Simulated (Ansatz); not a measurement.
O in its lowest state found on the top face of a (001) slab of Co (P6_3/mmc (No. 194)), 4 planes, outer planes Co (top) and Co (bottom); 1 a cell of 5.23 Å², its atoms last:

```
Co O
1.0
     2.45642    0.00000    0.00000
    -1.22821    2.12732    0.00000
     0.00000    0.00000   24.95412
Co O
4 1
Direct
  0.66667 0.33333 0.34063
  0.33333 0.66667 0.42016
  0.66754 0.33509 0.49962
  0.33494 0.66988 0.58408
  0.66832 0.33665 0.62599
```

All numbers below come from DFT PBEsol, scalar-relativistic, plane waves, PAW in Ansatz. Plane waves to 420 eV, a k mesh through Γ of 12×12×1 on the computed 5-atom cell and Gaussian smearing (0.10 eV); collinear spin from starting moments 1.94 1.89 1.88 1.92 2 μB. The cell repeats along c with a dipole correction in the vacuum.

The clean top face has a work function of 5.12 eV. Adsorption changes the slab's dipole along +c by Δp = -0.0419 e·Å a cell (-0.20 D an adsorbate).

Q: What change of work function does the Helmholtz equation give?

A: A sheet of dipoles makes a step in an electron's potential energy of −e·Δp/(ε0·A), and e/ε0 = 180.95 eV·Å for Δp in e·Å: −180.95 × (-0.0419)/5.23 = +1.45 eV. This is the change of φ(top) − φ(bottom). If the bottom face is unmoved, φ(top) becomes 6.57 eV.

Q: How does that compare with the calculation?

A: φ(top) changes by +1.37 eV and φ(bottom) by -0.08 eV, so their difference changes by +1.45 eV. The slab is thin enough for the adsorbate to shift the Fermi level against the bottom face too.

Q: What does the sign say about the electrons?

A: The change of dipole points into the surface (negative end outward), so the work function rises. Electrons gather on the vacuum side. Δp also holds the adsorbate's own dipole and the moves of the surface atoms, so it isn't a charge transfer alone.

Semilocal functionals without U can misjudge the magnetic state of such a slab.